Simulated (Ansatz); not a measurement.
Cs2NbAuF6 under strains and displacements

The calculation used DFT PBE, scalar-relativistic, plane waves, PAW (Ansatz).

Settings: cutoff 420 eV, Γ-centred mesh 6×6×6 on the computed 10-atom cell, Gaussian smearing of 0.05 eV; no spin polarisation.

Reference cell:

```
Cs Nb Au F
1.0
     0.00000    5.02862    5.02862
     5.02862    0.00000    5.02862
     5.02862    5.02862    0.00000
Cs Nb Au F
2 1 1 6
Direct
  0.75000 0.75000 0.75000
  0.25000 0.25000 0.25000
  0.00000 0.00000 0.00000
  0.50000 0.50000 0.50000
  0.80733 0.19266 0.19267
  0.19266 0.19267 0.80733
  0.19266 0.80733 0.80733
  0.19266 0.80733 0.19267
  0.80733 0.19267 0.80733
  0.80733 0.80733 0.19266
```

Each variant moves atoms of this cell by the vectors given, if any (Å), and then applies a symmetric strain (tensor components, Cartesian axes). The reference cell isn't relaxed at this level. Energies are per atom at zero smearing, counted from the lowest variant. Pressure is positive in compression.

1. strain (xx yy zz yz xz xy, %) 1.86 1.86 1.86 -4.00 4.00 4.00; moves: Cs1 (0.128, -0.128, -0.128); Cs2 (0.072, -0.072, -0.072); Nb3 (0.067, -0.067, -0.067); Au4 (-0.041, 0.041, 0.041); F5 (0.005, 0.098, 0.026); F6 (-0.024, 0.170, -0.087); F7 (0.087, 0.024, 0.170); F8 (-0.170, -0.087, 0.024); F9 (-0.026, -0.005, 0.098); F10 (-0.098, 0.026, -0.005)
2. no strain; moves: Cs1 (0.000, 0.000, 0.375)
3. strain (xx yy zz yz xz xy, %) 3.56 3.56 3.56 0.00 0.00 0.00; moves: F5 (0.129, 0.000, 0.000); F6 (0.000, 0.000, 0.129); F7 (-0.129, 0.000, 0.000); F8 (0.000, 0.129, 0.000); F9 (0.000, -0.129, 0.000); F10 (0.000, 0.000, -0.129)
4. no strain; moves: F5 (0.229, -0.259, 0.145)
5. strain (xx yy zz yz xz xy, %) -2.85 -2.85 -2.85 0.00 0.00 0.00; moves: F5 (-0.039, 0.000, 0.000); F6 (0.000, 0.000, -0.039); F7 (0.039, 0.000, 0.000); F8 (0.000, -0.039, 0.000); F9 (0.000, 0.039, 0.000); F10 (0.000, 0.000, 0.039)
6. strain (xx yy zz yz xz xy, %) -2.00 -2.00 -0.50 0.38 -0.38 -0.58; moves: Cs1 (0.006, -0.006, -0.089); Cs2 (0.041, -0.041, 0.373); Nb3 (0.282, -0.282, -0.231); Au4 (0.026, -0.026, 0.211); F5 (-0.061, 0.154, -0.018); F6 (-0.181, 0.181, -0.007); F7 (0.156, 0.056, -0.126); F8 (-0.056, -0.156, -0.126); F9 (-0.154, 0.061, -0.018); F10 (-0.060, 0.060, 0.031)
7. strain (xx yy zz yz xz xy, %) 1.90 1.90 1.90 0.00 0.00 0.00; moves: F5 (-0.194, 0.000, 0.000); F6 (0.000, 0.000, -0.194); F7 (0.194, 0.000, 0.000); F8 (0.000, -0.194, 0.000); F9 (0.000, 0.194, 0.000); F10 (0.000, 0.000, 0.194)

Order the variants by energy, lowest first.

2 (0.0 meV/atom), 1 (13.0 meV/atom), 4 (48.6 meV/atom), 5 (57.8 meV/atom), 7 (192.0 meV/atom), 3 (226.6 meV/atom), 6 (493.6 meV/atom).

Order them by pressure, highest first.

7 (12.23 GPa), 6 (11.00 GPa), 5 (7.99 GPa), 2 (-0.20 GPa), 1 (-0.68 GPa), 4 (-1.40 GPa), 3 (-6.81 GPa).

Spin–orbit coupling is left out, which can shift energies with elements as heavy as these. Spin polarisation was left out, and a magnetic state may lie lower.

Cost: 7 runs of about 16 core-minutes in all, on Arm Neoverse N1 (shared hosts).